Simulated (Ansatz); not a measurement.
System: InSb (zinc blende type), 2 atoms in the cell.

Level of theory: PBE, all-electron LAPW, point nucleus (Ansatz).

k-mesh 8×8×8 Γ-centred; Fermi–Dirac smearing of 0.1 eV; no spin polarisation; no spin–orbit coupling.

```xyz
2
Lattice="0.0000 3.3200 3.3200 3.3200 0.0000 3.3200 3.3200 3.3200 0.0000" Properties=species:S:1:pos:R:3 pbc="T T T"
In    0.0000    0.0000    0.0000
Sb    1.6600    1.6600    1.6600
```

(1) Would the cell expand or shrink if it were free to relax?

Results:

(1) The pressure is -0.05 GPa, close to zero.

The k-mesh is modest, so these values aren't fully converged in k.
